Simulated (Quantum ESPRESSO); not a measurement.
```
GaAlN2
1.0
    3.11490     0.00000     0.00000
   -1.55745     2.69758     0.00000
    0.00000     0.00000     5.04821
N Al Ga
2 1 1
Direct
  0.66667   0.33333   0.11266
  0.00000   0.00000   0.62715
  0.00000   0.00000   0.99944
  0.66667   0.33333   0.49714
```

Cell and atoms were relaxed with LDA from Materials Project entry mp-1228894, within its symmetry.

Problem. What does LDA (pw.x of Quantum ESPRESSO, ONCV potentials, no spin-orbit coupling) give for the electronic structure near the Fermi level?

Solution. The LDA gap is direct, 3.15 eV at Γ. Spin-orbit splittings are left out.

The structure is a Materials Project entry; no match was found in the copy of COD used, and its stability was not checked.
